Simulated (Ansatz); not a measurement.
## Relaxation of W₂₂S₄₃

All numbers below come from DFT PBE, scalar-relativistic, plane waves, PAW in Ansatz. Run with 420 eV cutoff, 2×2×2 k-mesh, shifted by half a step, Gaussian smearing of 0.01 eV, no spin polarisation.

What was changed: S vacancy (site f), charge +0, atoms relaxed at the host's cell.

Spin–orbit coupling is left out, which can shift energies with elements as heavy as these.

Spin polarisation was left out.

Command:

```bash
ansatz run input.yaml --threads 8 --pin off --max-ram 20480MiB --backend cpu --events-out ev --progress --plain --runs-dir out
```

Input:

```yaml
crystal:
  lattice:
    - [7.969437978, -2.760694289, 0.0]
    - [3.1877751802, 11.0427771879, 0.0]
    - [0.0, 0.0, 14.8712872264]
  atoms:
    - { symbol: W, position: [0.9393939394, 0.1515151515, 0.25] }
    - { symbol: W, position: [0.303030303, 0.2424242424, 0.25] }
    - { symbol: W, position: [0.0303030303, 0.4242424242, 0.25] }
    - { symbol: W, position: [0.6666666667, 0.3333333333, 0.25] }
    - { symbol: W, position: [0.3939393939, 0.5151515152, 0.25] }
    - { symbol: W, position: [0.1212121212, 0.696969697, 0.25] }
    - { symbol: W, position: [0.7575757576, 0.6060606061, 0.25] }
    - { symbol: W, position: [0.4848484848, 0.7878787879, 0.25] }
    - { symbol: W, position: [0.2121212121, 0.9696969697, 0.25] }
    - { symbol: W, position: [0.8484848485, 0.8787878788, 0.25] }
    - { symbol: W, position: [0.5757575758, 0.0606060606, 0.25] }
    - { symbol: W, position: [0.1502301418, 0.1242668455, 0.747094728] }
    - { symbol: W, position: [0.5151515152, 0.2121212121, 0.75] }
    - { symbol: W, position: [0.2424242424, 0.3939393939, 0.75] }
    - { symbol: W, position: [0.8864884555, 0.3088418553, 0.7437648963] }
    - { symbol: W, position: [0.6060606061, 0.4848484848, 0.75] }
    - { symbol: W, position: [0.3333333333, 0.6666666667, 0.75] }
    - { symbol: W, position: [0.9696969697, 0.5757575758, 0.75] }
    - { symbol: W, position: [0.696969697, 0.7575757576, 0.75] }
    - { symbol: W, position: [0.4242424242, 0.9393939394, 0.75] }
    - { symbol: W, position: [0.0606060606, 0.8484848485, 0.75] }
    - { symbol: W, position: [0.7894815677, 0.0312935145, 0.7500173143] }
    - { symbol: S, position: [0.303030303, 0.2424242424, 0.6443541682] }
    - { symbol: S, position: [0.0303030303, 0.4242424242, 0.6443541682] }
    - { symbol: S, position: [0.6666666667, 0.3333333333, 0.6443541682] }
    - { symbol: S, position: [0.3939393939, 0.5151515152, 0.6443541682] }
    - { symbol: S, position: [0.1212121212, 0.696969697, 0.6443541682] }
    - { symbol: S, position: [0.7575757576, 0.6060606061, 0.6443541682] }
    - { symbol: S, position: [0.4848484848, 0.7878787879, 0.6443541682] }
    - { symbol: S, position: [0.2121212121, 0.9696969697, 0.6443541682] }
    - { symbol: S, position: [0.8484848485, 0.8787878788, 0.6443541682] }
    - { symbol: S, position: [0.5757575758, 0.0606060606, 0.6443541682] }
    - { symbol: S, position: [0.1515151515, 0.1212121212, 0.1443541682] }
    - { symbol: S, position: [0.5151515152, 0.2121212121, 0.1443541682] }
    - { symbol: S, position: [0.2424242424, 0.3939393939, 0.1443541682] }
    - { symbol: S, position: [0.8787878788, 0.303030303, 0.1443541682] }
    - { symbol: S, position: [0.6060606061, 0.4848484848, 0.1443541682] }
    - { symbol: S, position: [0.3333333333, 0.6666666667, 0.1443541682] }
    - { symbol: S, position: [0.9696969697, 0.5757575758, 0.1443541682] }
    - { symbol: S, position: [0.696969697, 0.7575757576, 0.1443541682] }
    - { symbol: S, position: [0.4242424242, 0.9393939394, 0.1443541682] }
    - { symbol: S, position: [0.0606060606, 0.8484848485, 0.1443541682] }
    - { symbol: S, position: [0.7878787879, 0.0303030303, 0.1443541682] }
    - { symbol: S, position: [0.9393939394, 0.1515151515, 0.8556458318] }
    - { symbol: S, position: [0.303030303, 0.2424242424, 0.8556458318] }
    - { symbol: S, position: [0.0303030303, 0.4242424242, 0.8556458318] }
    - { symbol: S, position: [0.6666666667, 0.3333333333, 0.8556458318] }
    - { symbol: S, position: [0.3939393939, 0.5151515152, 0.8556458318] }
    - { symbol: S, position: [0.1212121212, 0.696969697, 0.8556458318] }
    - { symbol: S, position: [0.7575757576, 0.6060606061, 0.8556458318] }
    - { symbol: S, position: [0.4848484848, 0.7878787879, 0.8556458318] }
    - { symbol: S, position: [0.2121212121, 0.9696969697, 0.8556458318] }
    - { symbol: S, position: [0.8484848485, 0.8787878788, 0.8556458318] }
    - { symbol: S, position: [0.5757575758, 0.0606060606, 0.8556458318] }
    - { symbol: S, position: [0.1515151515, 0.1212121212, 0.3556458318] }
    - { symbol: S, position: [0.5151515152, 0.2121212121, 0.3556458318] }
    - { symbol: S, position: [0.2424242424, 0.3939393939, 0.3556458318] }
    - { symbol: S, position: [0.8787878788, 0.303030303, 0.3556458318] }
    - { symbol: S, position: [0.6060606061, 0.4848484848, 0.3556458318] }
    - { symbol: S, position: [0.3333333333, 0.6666666667, 0.3556458318] }
    - { symbol: S, position: [0.9696969697, 0.5757575758, 0.3556458318] }
    - { symbol: S, position: [0.696969697, 0.7575757576, 0.3556458318] }
    - { symbol: S, position: [0.4242424242, 0.9393939394, 0.3556458318] }
    - { symbol: S, position: [0.0606060606, 0.8484848485, 0.3556458318] }
    - { symbol: S, position: [0.7878787879, 0.0303030303, 0.3556458318] }
  host:
    lattice:
      - [3.1877751902, 2.9e-09, 0.0]
      - [-1.5938875976, 2.7606942948, 0.0]
      - [0.0, 0.0, 14.8712872264]
    atoms:
      - { symbol: W, position: [0.3333333333, 0.6666666667, 0.25] }
      - { symbol: W, position: [0.6666666667, 0.3333333333, 0.75] }
      - { symbol: S, position: [0.3333333333, 0.6666666667, 0.6443541682] }
      - { symbol: S, position: [0.6666666667, 0.3333333333, 0.1443541682] }
      - { symbol: S, position: [0.3333333333, 0.6666666667, 0.8556458318] }
      - { symbol: S, position: [0.6666666667, 0.3333333333, 0.3556458318] }
basis:
  ecutwfc: 420
  xc_grid: 2
kpoints:
  mp_grid: { grid: [2, 2, 2], shift: [0.5, 0.5, 0.5] }
hamiltonian:
  xc: pbe
scf:
  occupations: { method: gaussian, width: 0.01 }
output:
  forces: true
  stress: false
  eigenvalues: true
  charged_corrections:
    defect_position: [0.93939394, 0.15151515, 0.64435417]
    epsilon: [[11.6515, 0.0, 0.0], [0.0, 11.6515, 0.0], [0.0, 0.0, 3.2465]]
relax:
  adjacent_minimum: "off"
  f_tol: 0.025
  max_steps: 45
```

F is the free energy.

Steps:

| step | F − F(1) (eV) | largest force component (eV/Å) |
| --- | --- | --- |
| 1 | 0.0000 | 2.793 |
| 2 | -0.4564 | 0.743 |
| 3 | -0.5021 | 0.172 |
| 4 | -0.5088 | 0.040 |
| 5 | -0.5108 | 0.009 |

Relaxed structure:

```
CELL_PARAMETERS angstrom
7.96944 -2.76069 0.00000
3.18778 11.04278 0.00000
0.00000 0.00000 14.87129
ATOMIC_POSITIONS crystal
W 0.93943 0.15151 0.25048
W 0.30307 0.24242 0.25052
W 0.03034 0.42424 0.25052
W 0.66671 0.33333 0.25052
W 0.39398 0.51515 0.25054
W 0.12125 0.69697 0.25054
W 0.75762 0.60606 0.25054
W 0.48489 0.78787 0.25054
W 0.21215 0.96970 0.25052
W 0.84853 0.87879 0.25052
W 0.57580 0.06060 0.25052
W 0.14406 0.12265 0.75273
W 0.51754 0.21148 0.75003
W 0.24053 0.39193 0.74984
W 0.88091 0.29711 0.75254
W 0.60724 0.48421 0.74751
W 0.33324 0.66685 0.74701
W 0.96904 0.57500 0.74728
W 0.69729 0.75950 0.74680
W 0.42502 0.94126 0.74759
W 0.06028 0.85125 0.74883
W 0.79426 0.03566 0.75227
S 0.29739 0.23977 0.64557
S 0.02825 0.41665 0.64441
S 0.67265 0.32839 0.64437
S 0.39257 0.51254 0.64282
S 0.12010 0.69827 0.64235
S 0.75761 0.60650 0.64148
S 0.48408 0.78949 0.64141
S 0.20661 0.97562 0.64415
S 0.85141 0.88688 0.64371
S 0.58495 0.06377 0.64433
S 0.15156 0.12124 0.14486
S 0.51518 0.21216 0.14487
S 0.24246 0.39398 0.14487
S 0.87881 0.30308 0.14486
S 0.60608 0.48489 0.14488
S 0.33336 0.66670 0.14489
S 0.96972 0.57580 0.14489
S 0.69699 0.75760 0.14489
S 0.42427 0.93942 0.14488
S 0.06064 0.84851 0.14488
S 0.78789 0.03032 0.14486
S 0.93966 0.15166 0.86096
S 0.30283 0.24071 0.85602
S 0.02759 0.42402 0.85517
S 0.66895 0.33420 0.85538
S 0.39480 0.51563 0.85309
S 0.12108 0.69687 0.85263
S 0.75741 0.60716 0.85219
S 0.48496 0.78856 0.85210
S 0.21356 0.97137 0.85499
S 0.84714 0.88014 0.85455
S 0.57798 0.05924 0.85514
S 0.15151 0.12125 0.35615
S 0.51518 0.21215 0.35616
S 0.24244 0.39396 0.35617
S 0.87882 0.30304 0.35616
S 0.60609 0.48487 0.35618
S 0.33336 0.66670 0.35619
S 0.96973 0.57578 0.35618
S 0.69700 0.75762 0.35618
S 0.42427 0.93944 0.35617
S 0.06063 0.84853 0.35618
S 0.78792 0.03035 0.35616
```

The run converged. It took 3.1 min on 8 threads of Intel(R) Xeon(R) Platinum 8259CL CPU @ 2.50GHz (Skylake/Cascade Lake) (shared host), peak memory 8.2 GiB.